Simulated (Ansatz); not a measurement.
Values for one crystal, relaxed and computed with plane-wave PAW LDA (Ansatz code); other levels are named.

- Volume per atom = 16.22 Å³
- Electronic character = metallic (no gap)
- Mechanical stability = unstable (C has a negative eigenvalue)
- Elastic constants (relaxed ions, GPa) = C11 = 46.1, C12 = 87.6, C44 = 42.2
- Bulk modulus (Birch–Murnaghan fit) = 74.5 GPa
- Pressure derivative B′ = 4.1
- Density of states at the Fermi level = 0.42 states/eV per atom (mean over ±0.08 eV)

### Question
Which compound is it?
A. V, bcc (W type)
B. Al, bcc (W type)
C. Mg, bcc (W type)
D. Be, bcc (W type)

### Answer
B, Al, bcc (W type)

Space group Im-3m (bcc (W type)). The first step of the workflow began from a Materials Project structure, measured or hypothetical; the Crystallography Open Database copy checked does not list it. It is not the phase usual at ambient conditions (space group No. 225). The LDA relaxation kept the symmetry of its start. As this level gives no gap, shear constants depend on the k-mesh and smearing (Fermi–Dirac, 0.1 eV here).

Potentials: the earlier of the program's two PAW sets. The files were generated under PBE; for other functionals the program regenerates the frozen cores, and for LDA and PBEsol the local potential too.
